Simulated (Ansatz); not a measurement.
An Ansatz (an electronic-structure program) input:

Ansatz 0.2 input:
```yaml
crystal:
  lattice:
    - [2.6849551713, 4.5171509392, 0.0]
    - [-2.6849551713, 4.5171509392, 0.0]
    - [-2.0229469657, 0.0, 5.0025811519]
  atoms:
    - { symbol: Li, position: [0.258644026, 0.258644026, 0.25] }
    - { symbol: Li, position: [0.741355974, 0.741355974, 0.75] }
    - { symbol: Li, position: [0.5749950163, 0.5749950163, 0.25] }
    - { symbol: Li, position: [0.4250049837, 0.4250049837, 0.75] }
    - { symbol: Zr, position: [0.9086541873, 0.9086541873, 0.25] }
    - { symbol: Zr, position: [0.0913458127, 0.0913458127, 0.75] }
    - { symbol: O, position: [0.5, 0.0, 0.0] }
    - { symbol: O, position: [0.0, 0.5, 0.5] }
    - { symbol: O, position: [0.8447298398, 0.3066205357, 0.987340547] }
    - { symbol: O, position: [0.1552701602, 0.6933794643, 0.012659453] }
    - { symbol: O, position: [0.3066205357, 0.8447298398, 0.512659453] }
    - { symbol: O, position: [0.6933794643, 0.1552701602, 0.487340547] }
kpoints:
  mp_grid: { grid: [4, 4, 3] }
hamiltonian:
  xc: hse06
  pseudopotentials: { kind: paw }
scf:
  n_extra_bands: 12
  occupations: { method: fixed }
output:
  eigenvalues: true
  eigenstates:
    e_range: [-9.0, 14.7]
    kpoints:
      - [0.0, 0.0, 0.0]  # VBM
      - [0.5, 0.5, 0.0]  # CBM
      - [0.0, 0.0, 0.0]  # GAMMA
      - [0.5, 0.5, 0.0]  # Y
      - [0.0, 0.0, 0.5]  # A
      - [0.5, 0.5, 0.5]  # M
      - [0.0, 0.5, 0.0]  # V_2
      - [0.0, 0.5, 0.5]  # L_2
```

Question: How many symmetry operations and irreducible k-points will the run report?

Answer: 4 operations, 17 of 48 k-points.

Question: With a cutoff of 420 eV, how many plane waves at Γ?

Answer: 2353.

It took about 5 core-minutes (a rough figure) on shared server cores.

The points marked VBM and CBM come from a semilocal run.

Space group C2/c. The workflow started from a Materials Project entry (that database holds measured and hypothetical structures alike); the Crystallography Open Database files this formula in space group No. 15, but the cells were not matched. Its standing as an ambient phase is unchecked. The r²SCAN relaxation kept the symmetry of its start; whether a distortion lowers the energy is not shown. The run is not spin-polarised.

Potentials: the later of the program's two PAW sets.

Ansatz is a plane-wave DFT program.
